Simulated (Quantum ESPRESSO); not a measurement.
# Band energies of ZnS

```
ZnS
1.0
    0.00000     2.64783     2.64783
    2.64783     0.00000     2.64783
    2.64783     2.64783     0.00000
S Zn
1 1
Direct
  0.75000   0.75000   0.75000
  0.00000   0.00000   0.00000
```

LDA (pw.x of Quantum ESPRESSO, ONCV potentials, no spin-orbit coupling); path ΓXWKΓLUWLK,UX; energies in eV from the valence-band maximum.

| k (1/Å) | point | band 9 | band 10 | band 11 | band 12 | band 13 | band 14 | band 15 | band 16 |
|---|---|---|---|---|---|---|---|---|---|
| 0.00 | Γ | -6.17 | -6.17 | 0.00 | 0.00 | 0.00 | 2.13 | 6.18 | 6.18 |
| 0.32 |  | -6.20 | -6.16 | -1.27 | -0.54 | -0.54 | 3.52 | 5.32 | 6.98 |
| 0.76 |  | -6.21 | -6.11 | -3.53 | -1.86 | -1.86 | 3.69 | 4.44 | 9.23 |
| 1.19 | X | -6.09 | -5.93 | -4.91 | -2.47 | -2.47 | 3.05 | 3.87 | 11.14 |
| 1.66 |  | -6.18 | -5.72 | -4.97 | -3.05 | -2.96 | 5.09 | 5.76 | 8.31 |
| 1.78 | W | -6.22 | -5.70 | -4.97 | -3.11 | -3.01 | 5.51 | 6.16 | 7.79 |
| 2.20 | K | -6.13 | -5.77 | -5.01 | -3.47 | -2.01 | 3.86 | 5.93 | 9.32 |
| 2.62 |  | -6.19 | -6.11 | -4.24 | -2.81 | -1.01 | 4.81 | 6.56 | 7.19 |
| 3.04 |  | -6.19 | -6.16 | -2.12 | -0.98 | -0.23 | 3.78 | 5.92 | 6.65 |
| 3.46 | Γ | -6.17 | -6.17 | 0.00 | 0.00 | 0.00 | 2.13 | 6.18 | 6.18 |
| 3.87 |  | -6.18 | -6.18 | -2.31 | -0.38 | -0.38 | 3.37 | 6.42 | 6.73 |
| 4.28 |  | -6.15 | -6.15 | -4.98 | -0.89 | -0.89 | 3.27 | 6.79 | 6.79 |
| 4.49 | L | -6.14 | -5.96 | -5.78 | -0.97 | -0.97 | 3.21 | 6.72 | 6.72 |
| 4.69 |  | -6.14 | -5.91 | -5.65 | -1.56 | -1.12 | 3.80 | 6.26 | 7.09 |
| 5.11 |  | -6.14 | -5.80 | -5.04 | -3.43 | -1.87 | 4.03 | 6.30 | 8.89 |
| 5.21 | U | -6.13 | -5.77 | -5.01 | -3.47 | -2.01 | 3.86 | 5.93 | 9.32 |
| 5.53 |  | -6.20 | -5.72 | -4.97 | -3.24 | -2.79 | 5.24 | 6.06 | 7.91 |
| 5.63 | W | -6.22 | -5.70 | -4.97 | -3.11 | -3.01 | 5.51 | 6.16 | 7.79 |
| 5.91 |  | -6.19 | -5.82 | -5.09 | -3.12 | -2.11 | 5.29 | 5.78 | 7.56 |
| 6.28 |  | -6.14 | -5.91 | -5.68 | -1.46 | -1.10 | 3.71 | 6.31 | 7.03 |
| 6.47 | L | -6.14 | -5.96 | -5.78 | -0.97 | -0.97 | 3.21 | 6.72 | 6.72 |
| 6.63 |  | -6.14 | -5.92 | -5.70 | -1.35 | -1.06 | 3.60 | 6.40 | 6.95 |
| 6.95 |  | -6.15 | -5.85 | -5.21 | -2.99 | -1.62 | 4.29 | 6.35 | 8.47 |
| 7.20 | K | -6.13 | -5.77 | -5.01 | -3.47 | -2.01 | 3.86 | 5.93 | 9.32 |
| 7.20 | U | -6.13 | -5.77 | -5.01 | -3.47 | -2.01 | 3.86 | 5.93 | 9.32 |
| 7.62 | X | -6.09 | -5.93 | -4.91 | -2.47 | -2.47 | 3.05 | 3.87 | 11.14 |

The LDA gap is direct, 2.13 eV at Γ.

Geometry relaxed with LDA.
